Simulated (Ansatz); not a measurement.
# NaB₃H₈ — 11B nuclear quadrupole resonance

Cell: a Materials Project structure (computed, not necessarily an observed phase), atoms as given.

```cif
data_NaB3H8
_symmetry_space_group_name_H-M 'Pmn2_1'
_symmetry_Int_Tables_number 31
_cell_length_a 8.1508
_cell_length_b 5.7501
_cell_length_c 4.6848
_cell_angle_alpha 90.000
_cell_angle_beta 90.000
_cell_angle_gamma 90.000
loop_
_atom_site_label
_atom_site_type_symbol
_atom_site_symmetry_multiplicity
_atom_site_Wyckoff_symbol
_atom_site_fract_x
_atom_site_fract_y
_atom_site_fract_z
Na Na 2 a 0.5000 0.5491 0.5901
B3 B 4 b 0.3909 0.2572 0.0958
B7 B 2 a 0.5000 0.9999 0.1933
H9 H 4 b 0.3350 0.2860 0.8589
H13 H 4 b 0.3291 0.3801 0.2768
H17 H 4 b 0.3301 0.0598 0.1597
H21 H 2 a 0.5000 0.9520 0.4449
H23 H 2 a 0.5000 0.8343 0.0329
```

One atom of each set is listed.

All values are calculated (Ansatz; DFT, PBE, plane waves and PAW, scalar-relativistic, 420 eV cutoff, Γ-centred 4×5×7 k-points, Fermi–Dirac smearing 0.05 eV), not measured.

11B: I = 3/2, Q = 40.59 mb (year-2017 value). Static lattice, zero field.

Sites with a gradient: B3 (4 atoms; 3 H at 1.21–1.27 Å, 2 B at 1.78–1.79 Å; also 2 Na at 2.99–3.04 Å); B7 (2 atoms; 4 H at 1.21–1.44 Å, 2 B at 1.79 Å; also 1 Na at 3.19 Å).

(1) The simulated spectrum has lines at 0.513, 0.997 MHz. Sort them into the sets that belong together, and say which site each set most likely comes from.

Results:

(1) For I = 3/2 there is one line, ν = (|C_Q|/2)(1 + η²/3)^½. B3: 0.513 MHz (|C_Q| = 1.01 MHz, η = 0.33). B7: 0.997 MHz (|C_Q| = 1.85 MHz, η = 0.71).

The sites follow from the calculation. Like point charges on the first shell alone (each adding as 1/d³) would put B3 above B7: the covalent part of each bond and the atoms beyond the first shell count as well.

Hardware: 1 thread of Arm Neoverse V1 (aarch64; 8 cores open to the job, memory cap 2.5 GiB, no GPU), a shared host with a load of 0.3 a core. Wall time 51 s, CPU time 50 s, peak memory 0.57 GiB.
